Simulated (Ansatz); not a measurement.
ZrO₂:
```yaml
crystal:
  lattice:
    - [0.00000, 2.53201, 2.53201]
    - [2.53201, 0.00000, 2.53201]
    - [2.53201, 2.53201, 0.00000]
  atoms:
    - { symbol: Zr, position: [0.00000, 0.00000, 0.00000] }
    - { symbol: O, position: [0.25000, 0.25000, 0.25000] }
    - { symbol: O, position: [0.75000, 0.75000, 0.75000] }
```

Relaxed with PBEsol. 

**Question.** HSE06 on this cell (Ansatz, a first-principles code, PAW) gives a gap of 5.03 eV. What does PBEsol give?

**Answer.** 3.33 eV.

Cost on shared cores: the PBEsol run (SCF on a 9×9×9 mesh, then bands and DOS) very roughly 6 core-seconds, the HSE06 run (SCF on 7×7×7, then a few points) very roughly 70 core-seconds; the tasks are unlike.

Space group Fm-3m (fluorite). This is a known high-temperature phase of the composition, computed here at zero pressure and temperature. The cell was relaxed with PBEsol under the symmetry of its start; whether a distortion lowers the energy is not shown. The run is not spin-polarised. Scalar-relativistic: spin–orbit coupling is off unless named, which matters more the heavier the elements.

Potentials: the later of the program's two PAW sets.

Ansatz is a plane-wave DFT program.
